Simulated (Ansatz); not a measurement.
HgSe (zinc blende)

```xyz
2
Lattice="0.0000 3.1300 3.1300 3.1300 0.0000 3.1300 3.1300 3.1300 0.0000" Properties=species:S:1:pos:R:3 pbc="T T T"
Se     4.6950     4.6950     4.6950
Hg     0.0000     0.0000     0.0000
```

The slice is a {111} plane (indices of the conventional cell) through the point (0.000, 0.000, 0.000) (fractional), spanned by u = [100] and v = [-1 2 0] in vectors of this cell: u (4.43 Å) and v (7.67 Å, at 90° to u). It covers one period; positions are fractions (u, v).

Level of theory: PBE (plane waves to 420 eV, PAW, scalar-relativistic; Ansatz, a quantum-chemistry and plane-wave program). k mesh 13×13×13. Near the nuclei the fields are pseudised (PAW); where an atom keeps semicore shells as valence, they peak there. At this level the bands of HgSe touch or barely overlap. HgSe was relaxed with its symmetry unable to fall. Spin-orbit coupling is left out, though Hg is heavy. The relaxed volume of HgSe is well above the measured one; the method has no dispersion term.

Predict the map of the valence electron density on the slice.


```
|987433433478|
|765444444456|
|443345554334|
|222345554322|
|111234443211|
|001234443210|
|001234443210|
|012356765321|
|112478987421|
|223579997532|
|433478987433|
|444456765444|
|554334443345|
|554322222345|
|443211111234|
|443210001234|
|443210001234|
|765321012356|
|987421112478|
|997532223579|
```
Scale: ten equal steps from -1.90 (start of '0') to 1.24 (end of '9'), in the order '0123456789'. Values: log₁₀ of the valence density in e/Å³. The map has 12 points along u (one character each, u = 0 at the left) and 20 along v (v = 0 in the bottom row). The scale is logarithmic, as a density can span decades between atoms and voids.
